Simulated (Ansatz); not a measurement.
One element of this relaxed crystal is hidden as X:

```
cell (Å)
  1.465 -0.846 5.533
  0.000 1.691 5.533
  -1.465 -0.846 5.533
  X 0.0000 0.0000 0.0000
  Ag 0.2394 0.2394 0.2394
  Ag 0.7606 0.7606 0.7606
```

All-electron LAPW in Ansatz 0.2.0 under PBEsol, scalar-relativistic and without spin polarisation, finds it within 0.03 GPa of zero pressure, with a formation energy of 0.79 eV/atom from the elements, no gap and, on PAW files, a Bader charge of +0.05 e on X. The structure needn't be the ground state.

Question: Which element is X?

Answer: B, which makes the crystal Ag₂B. Neighbours weren't tried against these numbers.
